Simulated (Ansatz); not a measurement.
Relaxed Pd (fcc, Cu type):

```xyz
2
Lattice="0.0000 3.9428 3.9428 1.9714 0.0000 1.9714 1.9714 1.9714 0.0000" Properties=species:S:1:pos:R:3 pbc="T T T"
Pd     0.0000     0.0000     0.0000
Pd     0.0000     1.9714     1.9714
```

The atoms are displaced by Q × the pattern below (from a DFPT mode at L = (0.5, 0.0, 0.0), largest move 1; Q in Å), at fixed cell. It is one choice among 2 degenerate patterns. (q is in reciprocal vectors of the primitive cell; the cell shown is doubled to hold the pattern.)

| atom | x | y | z |
|---|---|---|---|
| Pd1 | -0.285 | 0.520 | -0.805 |
| Pd2 | 0.285 | -0.520 | 0.805 |

Level of theory: PBE (plane waves to 420 eV, PAW, scalar-relativistic; Ansatz, a program for electronic structure). k mesh 10×20×20 (Γ-centred), Fermi-Dirac smearing 0.05 eV. E stands for the smeared free energy. With partly filled bands, energies and forces of such displacements shift with the k mesh and the smearing. Pd is run without spin polarisation. Pd was relaxed with its symmetry unable to fall. ΔE is measured from the undisplaced structure. The last digit holds for this mesh only.

```tsv
Q (Å)	ΔE (meV/cell)
-0.1000	40.48
-0.0833	28.78
-0.0667	withheld
-0.0500	10.73
-0.0333	4.82
-0.0167	1.21
0.0000	0.00
0.0167	1.21
0.0333	4.82
0.0500	10.73
0.0667	withheld
0.0833	28.78
0.1000	40.48
```

### Question
Fit an even polynomial form (powers 2, 4) to the given rows and predict ΔE at Q = -0.0667.

### Answer
Least squares on the 11 given rows: ΔE = (4374)·Q² + (-32650)·Q⁴, in meV/cell with Q in Å; root-mean-square residual 0.006 meV/cell. At -0.0667 the fit gives 18.81 meV/cell; the calculation gives 18.79 meV/cell, so the interpolation is off by 0.02 (+0.1 %). The quadratic term alone would give 19.46 meV/cell.

(For displaced atoms, the force is minus the slope of the energy, and its curvature is a force constant, which sets phonon frequencies.)
